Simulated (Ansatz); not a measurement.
**Notes on Ga2Pt**

```
Pt Ga
1.0
     0.00000    2.93882    2.93882
     2.93882    0.00000    2.93882
     2.93882    2.93882    0.00000
Pt Ga
1 2
Direct
  0.00000 0.00000 0.00000
  0.25000 0.25000 0.25000
  0.75000 0.75000 0.75000
```

The numbers come from plane-wave PAW DFT (Ansatz): r2SCAN, no spin polarisation, 500 eV, 10×10×10 Γ-centred k points, fermi-dirac occupations (width 0.1 eV). Nothing was relaxed.

- Stress: The pressure is 4.2 GPa (compression positive), so with the atoms held at these fractions the cell would first expand.
- Charges: Bader charges in e: Ga +0.71, Pt -1.42. In the mean Ga gives up most and Pt takes most.
- Forces: The forces vanish by the symmetry of the sites.
- Electronic structure: It is a metal, with about 1.1 states/eV a cell as the mean within 0.25 eV of the Fermi level, mostly Ga p (61 %) and Pt d (21 %).

Origin: a database entry at a rescaled volume.
